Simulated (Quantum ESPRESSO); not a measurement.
Band energies of C monolayer

```
C
1.0
    2.46174     0.00000     0.00000
   -1.23087     2.13193     0.00000
    0.00000     0.00000    13.00000
C
2
Direct
  0.00000   0.00000   0.00000
  0.33333   0.66667   0.00000
```

PBEsol (Quantum ESPRESSO, PseudoDojo norm-conserving, 82 Ry, no spin-orbit coupling); path ΓMKΓ; energies in eV from the Fermi level.

```
k (1/Å)  point  band 1  band 2  band 3  band 4  band 5  band 6  band 7
-------  -----  ------  ------  ------  ------  ------  ------  ------
0.00         Γ  -19.55   -7.70   -3.00   -3.00    3.46    4.50    6.84
0.32            -19.27   -7.37   -4.05   -3.54    3.83    4.87    7.20
0.63            -18.46   -6.48   -6.41   -4.67    4.93    5.97    8.15
0.95            -17.13   -9.32   -5.69   -4.87    5.27    6.75    7.84
1.26            -15.33  -12.03   -6.31   -3.04    2.52    7.52    9.31
1.47         M  -14.24  -13.29   -6.43   -2.38    1.67    7.47   11.29
1.58            -14.22  -13.27   -6.57   -2.34    1.66    7.65   11.33
1.90            -13.82  -12.88   -8.26   -1.78    1.45   10.02   11.66
2.22            -12.96  -12.36  -10.42   -0.55    0.53   10.64   12.76
2.32         K  -12.57  -12.57  -10.66    0.00    0.00   10.56   13.00
2.52            -13.74  -11.69  -10.13   -1.23    1.22   10.73   11.55
2.82            -15.71  -10.06   -8.58   -3.27    3.43    8.74    9.63
3.13            -17.36   -8.09   -6.75   -5.12    5.98    6.45    7.48
3.43            -18.57   -6.53   -5.92   -4.93    4.79    5.83    8.16
3.73            -19.30   -7.40   -3.92   -3.53    3.79    4.83    7.17
4.03         Γ  -19.55   -7.70   -3.00   -3.00    3.46    4.50    6.84
```

At this level the gap is closed or nearly so: along the path the highest valence and lowest conduction bands touch, or overlap by less than 0.6 eV, a zero-gap or semimetallic result; the valence top lies at K, the conduction bottom at K.

Geometry relaxed with PBEsol.
